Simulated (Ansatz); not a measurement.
InAgTe2:
```cif
data_AgInTe2
_chemical_formula_sum 'In1 Ag1 Te2'
_space_group_name_H-M_alt 'P-4m2'
_space_group_IT_number 115
_space_group_name_Hall 'P -4 -2'
_cell_length_a 4.52210
_cell_length_b 4.52210
_cell_length_c 6.45312
_cell_angle_alpha 90.000
_cell_angle_beta 90.000
_cell_angle_gamma 90.000
loop_
_atom_site_label
_atom_site_type_symbol
_atom_site_symmetry_multiplicity
_atom_site_Wyckoff_symbol
_atom_site_fract_x
_atom_site_fract_y
_atom_site_fract_z
_atom_site_occupancy
In1 In 1 c 0.50000 0.50000 0.50000 1
Ag1 Ag 1 a 0.00000 0.00000 0.00000 1
Te1 Te 2 g 0.00000 0.50000 0.23847 1
```

Relaxed with PBEsol. PBEsol in the plane-wave PAW code Ansatz gives no gap.

### Question
What gap does HSE06 give on the same cell (Ansatz, PAW)?

### Answer
0.67 eV. The hybrid was solved on a coarser mesh and at special points; its gap is the smallest among all of these. On such a mesh it can open a false gap in a semimetal.

```csv
k,v1 PBEsol,c1 PBEsol,v1 HSE06,c1 HSE06
Γ,0.00,0.00,0.00,0.67
Z,-0.85,1.50,?,?
M,-1.63,1.23,?,?
A,-2.22,2.36,?,?
R,-0.42,0.17,-0.47,0.94
X,-0.49,1.42,?,?
```

### Question
Top valence (v1) and lowest conduction level (c1) in eV from each method's valence maximum (which need not be a listed point): supply the withheld HSE06 values.

### Answer

- X, v1 HSE06: -0.54
- X, c1 HSE06: 2.24
- A, v1 HSE06: -2.41
- A, c1 HSE06: 3.26
- Z, v1 HSE06: -0.93
- Z, c1 HSE06: 2.26
- M, v1 HSE06: -1.75
- M, c1 HSE06: 1.97

Cost on shared cores: the PBEsol run (SCF on a 9×9×7 mesh, then bands and DOS) roughly 2.1 core-minutes, the HSE06 run (SCF on 5×5×3, then a few points) around 7 core-minutes (rough); the tasks are unlike.

The first step of the workflow began from a Materials Project structure, measured or hypothetical; the Crystallography Open Database copy checked does not list it. COD files the formula under space group No. 122, so this cell is another polymorph or a model. With In and Ag taken as one species the cell has the higher symmetry F-43m, so it may be an ordered model of a mixed-site phase. Whether it is the stable phase at ambient conditions was not checked. The PBEsol relaxation kept the symmetry of its start; its stability against distortions is not shown here. No spin polarisation was allowed. Scalar-relativistic: spin–orbit coupling is off unless named, which matters more the heavier the elements.

Potentials: the later of the program's two PAW sets.
